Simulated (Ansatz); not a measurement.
CoP$_{3}$ (space group Im-3)

```xyz
16
Lattice="-3.8199 3.8199 3.8199 3.8199 -3.8199 3.8199 3.8199 3.8199 -3.8199" Properties=species:S:1:pos:R:3 pbc="T T T"
Co     1.9100     1.9100    -1.9100
Co     1.9100     1.9100     1.9100
Co     1.9100    -1.9100     1.9100
Co    -1.9100     1.9100     1.9100
P      1.1670     2.6957     3.8199
P      2.6529     1.1242     0.0000
P      4.9869     1.1242     0.0000
P     -1.1670     2.6957     3.8199
P      3.8199     1.1670     2.6957
P      0.0000     2.6529     1.1242
P      0.0000     4.9869     1.1242
P      3.8199    -1.1670     2.6957
P      2.6957     3.8199     1.1670
P      1.1242     0.0000     2.6529
P      1.1242     0.0000     4.9869
P      2.6957     3.8199    -1.1670
```

E(V) scan at fixed shape, V₀ the volume above. The atoms relax within the cell's symmetry.

These are PBEsol (plane waves to 420 eV, PAW, scalar-relativistic; Ansatz, a first-principles code) values and carry that method's errors. k mesh 5×5×5 (Γ-centred), Fermi-Dirac smearing 0.05 eV. The energy includes the smearing's −TS. Stress and pressure are positive under compression. At this level the bands of CoP3 touch or barely overlap; measurements give the solid a gap. CoP3 is run without spin polarisation. CoP3 was relaxed with its symmetry unable to fall. ΔE is measured from the relaxed starting cell. The last digit holds for this mesh only.

| V (Å³/atom) | ΔE (meV/atom) |
|---|---|
| 13.099 | 29.2 |
| 13.308 | withheld |
| 13.517 | 6.9 |
| 13.726 | 1.7 |
| 13.935 | 0.0 |
| 14.144 | 1.6 |
| 14.353 | 6.2 |
| 14.562 | 13.5 |
| 14.771 | 23.4 |

Task: Fit a third-order Birch-Murnaghan form (E₀, V₀, B₀, B₀′ free) to the given rows and predict ΔE at V = 13.308.

Result: Least squares on the 8 given rows: ΔE = E₀ + (9V₀B₀/16)·y²·[2 + (B₀′ − 4)y], y = (V₀/V)^(2/3) − 1, with V₀ = 13.935 Å³/atom, B₀ = 166.3 GPa (160.2 GPa = 1 eV/Å³; the term in eV is multiplied by 1000), B₀′ = 4.54, E₀ = 0.02 meV/atom; root-mean-square residual 0.01 meV/atom. At 13.308 the fit gives 16.0 meV/atom; the calculation gives 16.0 meV/atom, the same to the digits shown. For the pressure the fit gives 8.5 GPa against the computed 8.5 GPa.

(Under strain, the slope of the energy per volume gives the stress and its curvature an elastic modulus.)
